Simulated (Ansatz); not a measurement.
Relaxed-ion elastic tensor of SiC (4H polytype, space group No. 186) in GPa (Voigt order), r²SCAN in the plane-wave PAW code Ansatz; density 3.22 g/cm³, 10.33 Å³ per atom.

```json
[
 {"": "1", "1": "526", "2": "109", "3": "51.0", "4": "0.0", "5": "0.0", "6": "0.0"},
 {"": "2", "1": "109", "2": "526", "3": "51.0", "4": "0.0", "5": "0.0", "6": "0.0"},
 {"": "3", "1": "51.0", "2": "51.0", "3": "575", "4": "0.0", "5": "0.0", "6": "0.0"},
 {"": "4", "1": "0.0", "2": "0.0", "3": "0.0", "4": "172", "5": "0.0", "6": "0.0"},
 {"": "5", "1": "0.0", "2": "0.0", "3": "0.0", "4": "0.0", "5": "172", "6": "0.0"},
 {"": "6", "1": "0.0", "2": "0.0", "3": "0.0", "4": "0.0", "5": "0.0", "6": "208"}
]
```

Task: Is the crystal mechanically stable?

Result: Yes: the smallest eigenvalue of C is 172 GPa.

Task: Work out the Voigt, Reuss and Hill averages.

Result: K_V = 228, K_R = 228, K_H = 228; G_V = 205, G_R = 200, G_H = 202 GPa.

Task: Give Young's modulus, Poisson's ratio, Pugh's ratio and the universal anisotropy index.

Result: E = 9KG/(3K + G) = 468 GPa; ν = 0.16; K/G = 1.13 (brittle by the Pugh limit of 1.75); A_U = 5G_V/G_R + K_V/K_R − 6 = 0.13.

Task: Estimate the sound speeds and the Debye temperature.

Result: v_l = √((K + 4G/3)/ρ) = 12400 m/s, v_t = √(G/ρ) = 7920 m/s, mean 8710 m/s; Θ = (h/k)(3n/4πV)^(1/3) v_m = 1190 K.

Task: Solve the Christoffel equation for the three sound speeds along x, y, z.

Result: Eigenvalues of C_ijkl n_j n_l equal ρv² (piezoelectric stiffening left out). In km/s, slowest first: x 7.31, 8.04, 12.78; y 7.31, 8.04, 12.78; z 7.31, 7.31, 13.36.

Task: How much does each axis shrink under pressure?

Result: Linear compressibilities β_i = Σ_j S_ij (j = 1 to 3): x 1.5, y 1.5, z 1.5 per TPa.

Space group P6_3mc (4H polytype). The cell was relaxed with r²SCAN under the symmetry of its start; phonons on a q-mesh show no instability.

Potentials: the later of the program's two PAW sets.
